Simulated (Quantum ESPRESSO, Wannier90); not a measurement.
Wannier functions of NbAu₂ (P6/mmm)

```
begin unit_cell_cart
ang
    4.6764700779    0.0000000000    0.0000000000
   -2.3382350390    4.0499418875    0.0000000000
    0.0000000000    0.0000000000    2.7431000000
end unit_cell_cart
begin atoms_frac
Nb   0.0000000000  0.0000000000  0.0000000000
Au  -0.3333333333  0.3333333333  0.5000000000
Au   0.3333333333 -0.3333333333  0.5000000000
end atoms_frac
```

Cell from Materials Project (mp-1606), symmetrised, no further relaxation. COD (Crystallography Open Database) has an entry of this formula and space group (matched by these alone). Method: PBEsol plane waves in Quantum ESPRESSO 7.5 (PseudoDojo norm-conserving files, 66 Ry, no spin polarisation, no spin-orbit coupling), Bloch states on a 4×4×6 mesh through Γ, Wannier90 4.0.1. Density: 12×12×16 mesh, cold smearing 0.01 Ry. Spin-orbit coupling is left out although heavy elements are present.

A tight-binding model is made by disentanglement and projection with no localisation steps (num_iter = 0), so the 27 orbitals stay atom-like: hydrogen-like Nb: s;p;d; Au: s;p;d, axes along x, y, z; frozen window up to 1.50 eV relative to the Fermi level. It follows pw.x to 5.9 meV rms for states up to 1.0 eV relative to the Fermi level. Matrix elements depend on this choice of orbitals and windows.

Question: What are the on-site energies relative to the Fermi level, and how fast do the hoppings decay?

Answer: 
| atom | orbitals | energy (eV) |
|---|---|---|
| Nb1 | s | 6.98 |
| Nb1 | pz | 13.55 |
| Nb1 | px py | 12.17 |
| Nb1 | dz2 | 1.11 |
| Nb1 | dxz dyz | 0.84 |
| Nb1 | dx2-y2 dxy | 0.77 |
| Au2 | s | 1.78 |
| Au2 | pz | 9.92 |
| Au2 | px py | 9.74 |
| Au2 | dz2 dxz dyz | -4.70 |
| Au2 | dx2-y2 dxy | -4.74 |
| Au3 | s | 1.78 |
| Au3 | pz | 9.92 |
| Au3 | px py | 9.74 |
| Au3 | dz2 dxz dyz | -4.70 |
| Au3 | dx2-y2 dxy | -4.74 |

| distance of the centres (Å) | largest modulus (eV) |
|---|---|
| 2–3 | 3.4 |
| 3–4 | 1.9 |
| 4–5 | 0.18 |
| 5–6 | 0.38 |
| 6–7 | 0.13 |
| 7–8 | 0.050 |
